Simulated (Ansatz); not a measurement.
Input:

NbAs:
```cif
data_As4Nb4
_chemical_formula_sum 'Nb4 As4'
_space_group_name_H-M_alt 'I41md'
_space_group_IT_number 109
_space_group_name_Hall 'I 4bw -2'
_cell_length_a 3.43880
_cell_length_b 3.43880
_cell_length_c 11.59472
_cell_angle_alpha 90.000
_cell_angle_beta 90.000
_cell_angle_gamma 90.000
loop_
_atom_site_label
_atom_site_type_symbol
_atom_site_symmetry_multiplicity
_atom_site_Wyckoff_symbol
_atom_site_fract_x
_atom_site_fract_y
_atom_site_fract_z
_atom_site_occupancy
Nb1 Nb 4 a 0.00000 0.00000 0.74925 1
As1 As 4 a 0.00000 0.00000 0.16775 1
```
(The calculation used a cell of 4 atoms; values per cell refer to that cell.)

This is the PBEsol-relaxed structure.

Task: All from DFT-PBEsol in the program Ansatz with PAW potentials, unless another level is named. Estimate the electronic character.

Result: no gap, with almost no states at the Fermi level (zero-gap or semimetallic).

Task: Give the formation energy from the elements (no fitted shifts).

Result: -0.76 eV/atom.

Space group I4_1md. Symmetry was held in the PBEsol relaxation. The run is not spin-polarised. A small band overlap can be real or an error of a semilocal functional. The references are the lowest solids computed at this level, not always the standard phases. Spin–orbit coupling is left out wherever it is not named.

Potentials: the earlier of the program's two PAW sets. The files were generated under PBE; for other functionals the program regenerates the frozen cores, and for LDA and PBEsol the local potential too.
